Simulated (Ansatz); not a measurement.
Task: Name crystals whose computed values (r²SCAN (plane waves, PAW; program Ansatz)) fall in these windows: B₀ by P(V) fit (GPa) 41 to 49; electron conductivity mass (mₑ) 0.45 to 0.63; gap (eV) 3.3 to 4.7.

Result: 

```
crystal                                                  B₀ by P(V) fit (GPa)  electron conductivity mass (mₑ)  gap (eV)
-------------------------------------------------------  --------------------  -------------------------------  --------
Cs2YAgF6, Fm-3m (Cs on 8c, Y on 4b, Ag on 4a, F on 24e)                  44.7                             0.53      3.89
Rb2YAgF6, Fm-3m (Rb on 8c, Y on 4b, Ag on 4a, F on 24e)                  46.0                             0.54      3.33
```
Others may fit too.

Standing as an ambient phase not checked: Cs2YAgF6, Fm-3m (Cs on 8c, Y on 4b, Ag on 4a, F on 24e); Rb2YAgF6, Fm-3m (Rb on 8c, Y on 4b, Ag on 4a, F on 24e). All cells were relaxed under the symmetry of their starts (and spin orders); stability against distortions was not tested throughout. Rows with no word on spin ran without spin polarisation. Scalar-relativistic: spin–orbit coupling is off unless named, which matters more the heavier the elements.

Potentials: the later of the program's two PAW sets.
